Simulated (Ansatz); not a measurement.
LiNbO₃:
```xyz
10
Lattice="2.5667 1.4819 4.6135 -2.5667 1.4819 4.6135 0.0000 -2.9638 4.6135" Properties=species:S:1:pos:R:3 pbc="T T T"
Li     0.0000     0.0000     9.9569
Li     0.0000     0.0000     3.0367
Nb     0.0000     0.0000     0.0095
Nb     0.0000     0.0000     6.9297
O     -0.6347     1.4408     8.3634
O      1.5652    -0.1707     8.3634
O     -0.9304    -1.2701     8.3634
O     -1.6363     0.2118     6.0566
O      0.6347    -1.5230     6.0566
O      1.0016     1.3112     6.0566
```

Relaxed with HSE06.

Problem. Give the Bader charges and basin volumes of the independent atoms, HSE06 in the plane-wave PAW code Ansatz.

Solution. 

```
atom  Bader charge (e)  Bader volume (Å³)
----  ----------------  -----------------
Li1              +0.91                3.1
Nb3              +2.94                8.9
O5               -1.28               13.6
```

Space group R3c. Symmetry was held in the HSE06 relaxation. No spin polarisation was allowed.

Potentials: the later of the program's two PAW sets.
